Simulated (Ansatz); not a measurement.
## Bi: strain energy, fitted

Bi, P2/m, a = 3.248 Å, b = 3.230 Å, c = 6.310 Å, β = 90.1°. This isn't the element's structure at ambient conditions. Ansatz: PBEsol, PAW, 420 eV, Γ-centred 14×14×8 mesh on 2 atoms, Gaussian smearing 0.10 eV; no spin polarisation. Series: uniaxial strain along a, with b, c and atoms relaxed; x is the strain in per cent. y is the free energy over the unstrained cell, V0 = 33.103 Å³/atom.

| x (%) | y (meV/atom) |
| --- | --- |
| -3.0 | 8.80 |
| -1.5 | 2.54 |
| 0.0 | 0.00 |
| 1.5 | ? |
| 3.0 | 7.10 |

Fit y = c2 x² + c3 x³ to the other rows, turn c2 into a modulus, and predict the missing energy.

Least squares on the rows shown. y = 0.8893 x² − 0.03248 x³. In eV per unit strain² c2 is 8.893; this is Young's modulus along the axis (E = ½ Y V0 ε²): 2 × 8.893 × 160.2 / (33.103) = 86 GPa. At x = 1.5 the fit asked for gives 1.89 meV/atom. The run gave 2.15 meV/atom, so the fit is 0.26 meV/atom too low, within twice the rms miss on the fitted rows (0.25 meV/atom).

Spin–orbit coupling is left out, which can shift energies with elements as heavy as these.